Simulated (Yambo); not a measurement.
A G0W0@PBEsol run in Yambo for LuPO4 (space group I4_1/amd, No. 141) (2×2×2 Γ-centred k mesh, bands 3 to 222 and a 7 Ry block in the screening, 222 bands in G with the Bruneval-Gonze terminator, plasmon pole fitted at 27.2 eV) gives these matrix elements, in eV, at the band edges (Γ → Γ):

```tsv
state	E0	<Vxc>	<Σx>	<Σc(E0)>	Z
valence edge	0.000	-20.091	-25.801	4.281	0.813
conduction edge	6.219	-13.631	-8.434	-3.908	0.856
```

Question: Solve the linearised quasiparticle equation for both states, give the gap, and say how exchange and correlation each act on it.

Answer: E = E0 + Z(Σx + Σc − Vxc). Valence: 0.000 + 0.813 × (-25.801 + (4.281) − (-20.091)) = -1.16 eV. Conduction: 6.219 + 0.856 × (-8.434 + (-3.908) − (-13.631)) = 7.32 eV. The gap is 8.48 eV, against 6.22 eV in PBEsol. Replacing Vxc by bare exchange alone would open it by 10.91 eV; correlation takes back 8.19 eV of that, and Z scales what is left. Nearest settings tried, and what they do to the gap: 121 bands in W: +166 meV. Not varied: bands in G, block, mesh. So the settings aren't converged at that level. The k mesh is coarse. Among the k points computed, the smallest G0W0 gap is 8.07 eV, M → Γ. The 4f states are in the valence at their DFT position.

Geometry of the Materials Project entry, not relaxed at this level; primitive cell a = b = c = 5.6052 Å, α = β = 106.16°, γ = 116.32°.
